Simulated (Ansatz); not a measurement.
**What DFT gives for Yb₂CdS₄**

```
S Yb Cd
1.0
    -0.01197    5.52012    5.33876
     5.36749    0.00914    5.31765
     5.35285    5.48437    0.02377
S Yb Cd
8 4 2
Direct
  0.37154 0.38227 0.37247
  0.39205 0.87132 0.86844
  0.37823 0.36714 0.87411
  0.86554 0.37721 0.88106
  0.88517 0.37025 0.37972
  0.86936 0.87753 0.87035
  0.37990 0.86576 0.37587
  0.86882 0.87358 0.37665
  0.63041 0.62120 0.62374
  0.12350 0.62676 0.63372
  0.62076 0.63083 0.12121
  0.62021 0.11476 0.63468
  0.00607 0.00019 0.00060
  0.24826 0.25921 0.24827
```

The numbers come from plane-wave PAW DFT (Ansatz): r2SCAN, no spin polarisation, 500 eV, 3×3×3 (shifted by 0.5, 0, 0 steps) k points, methfessel-paxton occupations (width 0.1663 eV). Nothing was relaxed.

**Charges.** Bader charges in e: Yb +1.74, Cd +0.97, S -1.13 to -1.09. In the mean Yb gives up most and S takes most.
**Electronic structure.** It is a metal, with about 39 states/eV a cell as the mean within 0.25 eV of the Fermi level, mostly Yb f (83 %) and S p (14 %).
**Formation energy.** -1.50 eV an atom against the elements' usual phases (free molecules for gases, crystals otherwise, with no correction for O₂ or N₂), so it is bound against them; other compounds may still compete. Relaxing would lower it.
**Stress.** The pressure is 7.4 GPa (compression positive), so with the atoms held at these fractions the cell would first expand; the forces are large, so a full relaxation may end otherwise. The principal stresses 4.9, 8.0, 9.5 GPa differ, so its shape would change too.

Origin: a strained cell with displaced atoms, so it need not be a known compound. Caveats: no spin polarisation, so a magnetic state may lie lower; the k mesh is coarse if the cell is a metal; atoms or cell far from equilibrium; wide smearing; f levels without a U or exact exchange are poorly placed.
